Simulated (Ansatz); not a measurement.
C in space group I4_132 (No. 214; C on 8a) under volume change, DFT-r²SCAN in the program Ansatz with PAW potentials, scaled uniformly.

```json
[
 {"V (Å³/atom)": "7.868", "E − E(relaxed) (meV/atom)": "67.3", "P (GPa)": "29.77"},
 {"V (Å³/atom)": "8.128", "E − E(relaxed) (meV/atom)": "28.4", "P (GPa)": "18.43"},
 {"V (Å³/atom)": "8.387", "E − E(relaxed) (meV/atom)": "6.8", "P (GPa)": "8.57"},
 {"V (Å³/atom)": "8.646", "E − E(relaxed) (meV/atom)": "0.0", "P (GPa)": "0.00"},
 {"V (Å³/atom)": "8.906", "E − E(relaxed) (meV/atom)": "6.2", "P (GPa)": "-7.46"},
 {"V (Å³/atom)": "9.165", "E − E(relaxed) (meV/atom)": "23.6", "P (GPa)": "-13.95"},
 {"V (Å³/atom)": "9.425", "E − E(relaxed) (meV/atom)": "50.9", "P (GPa)": "-19.59"}
]
```

### Question
What does a third-order Birch–Murnaghan fit give for V₀, B₀ and B′?

### Answer
V₀ = 8.65 Å³/atom, B₀ = 266 GPa, B′ = 3.6.

The start of the workflow was typed in or built on a structure type; neither database checked (COD, Materials Project) lists it. It is not the phase usual at ambient conditions (space group No. 194, 227). The r²SCAN relaxation kept the symmetry of its start. At this level the phase is mechanically unstable.

Potentials: the earlier of the program's two PAW sets.
